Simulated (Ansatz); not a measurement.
## Calculated 17O nuclear quadrupole resonance for SiO2

Cell: a COD entry, atoms as given.

```
Si O
1.0
     4.98600    0.00000    0.00000
     0.00000    4.98600    0.00000
     0.00000    0.00000    6.97700
Si O
4 8
Direct
  0.29882 0.29882 0.00000
  0.20118 0.79882 0.25000
  0.70118 0.70118 0.50000
  0.79882 0.20118 0.75000
  0.24078 0.10171 0.17663
  0.39829 0.74078 0.42663
  0.75922 0.89829 0.67663
  0.60171 0.25922 0.92663
  0.74078 0.39829 0.57337
  0.89829 0.75922 0.32337
  0.25922 0.60171 0.07337
  0.10171 0.24078 0.82337
```

Atoms are numbered from 1 in the order listed; like atoms form one site, named after its first atom.

Method: Kohn–Sham DFT in Ansatz, PBE, plane waves and PAW, scalar-relativistic, 420 eV cutoff, Γ-centred 5×5×4 k-points, Fermi–Dirac smearing 0.02 eV.

17O: I = 5/2, Q = -25.58 mb (year-2017 value). Static lattice, zero field.

**Question.** Predict the zero-field 17O lines of each site.

**Answer.** For I = 5/2 and η = 0 the lines are 3|C_Q|/20 and twice that; η pulls their ratio below 2.

```
site                 atoms  V_zz (10²¹ V/m²)  C_Q (MHz)     η  line frequencies (MHz)
   O  5, 6, 7, 8, 9, 10, …              9.21      -5.70  0.12             0.869, 1.70
```

At O V_zz runs parallel to the line that joins its two neighbours (within 1°).

The calculated pressure of 7 GPa (PBE) comes largely from the unrelaxed atoms: it is 1.1 GPa once they are relaxed in the same cell. The largest force is 0.5 eV/Å, so the atoms aren't at the calculated equilibrium and relaxing them would move these values.

The run took 19 s of wall time (19 s of CPU time) and 0.54 GiB at its peak, on 1 thread of Intel Xeon Platinum 8259CL CPU @ 2.50GHz (Skylake/Cascade Lake) (x86_64; 44 cores open to the job, memory cap 2.5 GiB, no GPU), a shared host with a load of 0.6 a core.
